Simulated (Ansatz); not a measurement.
# Property card for NaAu₂

NaAu2 (cubic Laves (MgCu2 type), space group No. 227), a = 7.8014 Å, b = 7.8014 Å, c = 7.8014 Å, α = 90.00°, β = 90.00°, γ = 90.00°; the cell used has 6 atoms.

Space group Fd-3m (No. 227), cubic Laves (MgCu2 type); conventional cell a = b = c = 7.8014 Å, α = β = γ = 90.00°.

Method: PBEsol (plane waves, PAW; program Ansatz). Geometry: relaxed at this level of theory. Other levels are named where they apply.

**Cell and energy**

- Volume per atom = 19.78 Å³
- Density = 11.66 g/cm³
- Formation energy from the elements (no fitted shifts) = -0.32 eV/atom

**Electronic structure**

- Electronic character = metallic (no gap)
- Density of states at the Fermi level = 0.26 states/eV per atom (mean over ±0.08 eV)
- Gap with spin–orbit coupling = none (metallic)

**Mechanics**

- Bulk modulus (Birch–Murnaghan fit): 87.6 GPa
- Pressure derivative B′: 5.5
- Elastic constants (relaxed ions, GPa): C11 = 120, C12 = 71.1, C44 = 43.9
- Mechanical stability: stable (all eigenvalues of C positive)
- Hill bulk and shear moduli: 87.3 and 34.6 GPa
- Young's modulus: 91.7 GPa
- Poisson's ratio: 0.32
- Debye temperature from the elastic constants: 212 K

**Phonons**

- Highest zone-centre frequency = 208 cm^-1
- Zone-centre stability = no imaginary mode at Γ

The workflow started from an entry of the Crystallography Open Database (COD). Its standing as an ambient phase is unchecked. Symmetry was held in the PBEsol relaxation. As this level gives no gap, shear constants depend on the k-mesh and smearing (Fermi–Dirac, 0.1 eV here). As this level gives no gap, phonon frequencies hold no LO–TO term and depend on the k-mesh and smearing (Fermi–Dirac, 0.1 eV here). The references are the lowest solids computed at this level, not always the standard phases. Scalar-relativistic: spin–orbit coupling is off unless named, which matters more the heavier the elements.

Potentials: the later of the program's two PAW sets.
